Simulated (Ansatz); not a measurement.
Relaxed-ion elastic tensor of Al₂O₃ (corundum, space group No. 167) in GPa (Voigt order), r²SCAN in the plane-wave PAW code Ansatz; density 3.99 g/cm³, 8.49 Å³ per atom.

|  | 1 | 2 | 3 | 4 | 5 | 6 |
|---|---|---|---|---|---|---|
| 1 | 500 | 162 | 119 | 21.4 | 0.0 | 0.0 |
| 2 | 162 | 500 | 119 | -21.4 | 0.0 | 0.0 |
| 3 | 119 | 119 | 505 | 0.0 | 0.0 | 0.0 |
| 4 | 21.4 | -21.4 | 0.0 | 151 | 0.0 | 0.0 |
| 5 | 0.0 | 0.0 | 0.0 | 0.0 | 151 | 21.4 |
| 6 | 0.0 | 0.0 | 0.0 | 0.0 | 21.4 | 169 |

Question: Is the crystal mechanically stable?

Answer: Yes: the smallest eigenvalue of C is 137 GPa.

Question: Work out the Voigt, Reuss and Hill averages.

Answer: K_V = 257, K_R = 256, K_H = 256; G_V = 168, G_R = 164, G_H = 166 GPa.

Question: Give Young's modulus, Poisson's ratio, Pugh's ratio and the universal anisotropy index.

Answer: E = 9KG/(3K + G) = 409 GPa; ν = 0.23; K/G = 1.55 (brittle by the Pugh limit of 1.75); A_U = 5G_V/G_R + K_V/K_R − 6 = 0.13.

Question: Estimate the sound speeds and the Debye temperature.

Answer: v_l = √((K + 4G/3)/ρ) = 10900 m/s, v_t = √(G/ρ) = 6450 m/s, mean 7140 m/s; Θ = (h/k)(3n/4πV)^(1/3) v_m = 1040 K.

Question: Solve the Christoffel equation for the three sound speeds along x, y, z.

Answer: Eigenvalues of C_ijkl n_j n_l equal ρv². In km/s, slowest first: x 5.86, 6.78, 11.20; y 6.13, 6.51, 11.22; z 6.15, 6.15, 11.26.

Question: How much does each axis shrink under pressure?

Answer: Linear compressibilities β_i = Σ_j S_ij (j = 1 to 3): x 1.3, y 1.3, z 1.4 per TPa.

Space group R-3c (corundum). Symmetry was held in the r²SCAN relaxation; phonons on a q-mesh show no instability.

Potentials: the earlier of the program's two PAW sets.
